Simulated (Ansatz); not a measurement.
GdRe₃ (AuCu3-type structure)

Computed with Ansatz (plane waves, PAW, 420 eV cutoff): PBE+U (U_eff = 6 eV on Gd 4f), scalar-relativistic, collinear spin, Γ-centred 8×8×8 mesh, 0.05 eV Gaussian smearing; PAW files: Ansatz's generated set soft_2.

```cif
data_structure
_symmetry_space_group_name_H-M 'P 1'
_symmetry_Int_Tables_number 1
_cell_length_a 4.1337
_cell_length_b 4.1337
_cell_length_c 4.1337
_cell_angle_alpha 90.000
_cell_angle_beta 90.000
_cell_angle_gamma 90.000
_cell_volume 70.64
loop_
_atom_site_label
_atom_site_type_symbol
_atom_site_fract_x
_atom_site_fract_y
_atom_site_fract_z
_atom_site_occupancy
Gd1 Gd 0.00000 0.00000 0.00000 1
Re1 Re 0.00000 0.50000 0.50000 1
Re2 Re 0.50000 0.50000 0.00000 1
Re3 Re 0.50000 0.00000 0.50000 1
```

This is a trial structure made by placing the elements on a prototype's sites, so it needn't be the stable form.

The geometry is fixed. Moments are started on Gd in several ways. q is the propagation vector of an order in a doubled cell, in units of this cell's reciprocal vectors; doubled cells take an equivalent mesh or are counted from a ferromagnetic run in the same cell, unless said otherwise. Energies count from the first row, the state in which the cell was relaxed.

The starts:
- ferromagnetic
- no spin polarisation
- antiparallel, q = (0, 0, 1/2)
- antiparallel, q = (0, 1/2, 1/2)
- antiparallel, q = (1/2, 1/2, 1/2)

Problem. Which start ends lowest?

Solution. Lowest, alike within 0.5 meV/atom: antiparallel, q = (0, 0, 1/2); antiparallel, q = (0, 1/2, 1/2).

```
                            start  largest typed moment (μB)  ΔE (meV/atom)  gap on the mesh (eV)  P (GPa)         final spin moments (μB)
                    ferromagnetic                      7.73*            0.0                 metal      0.0                         Gd 7.03
             no spin polarisation                       0.00         2581.0                 metal     -5.5                            none
    antiparallel, q = (0, 0, 1/2)                      7.00*           -3.3                 metal     -0.1  Gd 7.06, -7.06; Re -0.05, 0.05
  antiparallel, q = (0, 1/2, 1/2)                      7.00*           -3.6                 metal     -0.1                  Gd 7.06, -7.06
antiparallel, q = (1/2, 1/2, 1/2)                      7.00*           -0.1                 metal      0.0                  Gd 7.02, -7.02
```

A star marks runs that didn't start from the typed moments alone: they went on from the state of an earlier run.

The next distinct energy lies only 3.5 meV/atom above the lowest at one geometry; relaxing each state, or a finer mesh, could change the order.

The row without spin polarisation prices the pairing of the open shell's electrons, in one of several fillings that the shell can take under U, not a magnetic ordering energy.

Relaxed again in its lowest state, the crystal takes 17.30 Å³/atom against the 17.66 of these rows, with moments up to 7.01 μB, and lies 325 meV/atom under the first row.

Only orders that fit these small cells were tried, so the real crystal's order may be another.

These numbers lack spin–orbit coupling. Site moments are of spin, integrated over atomic spheres.
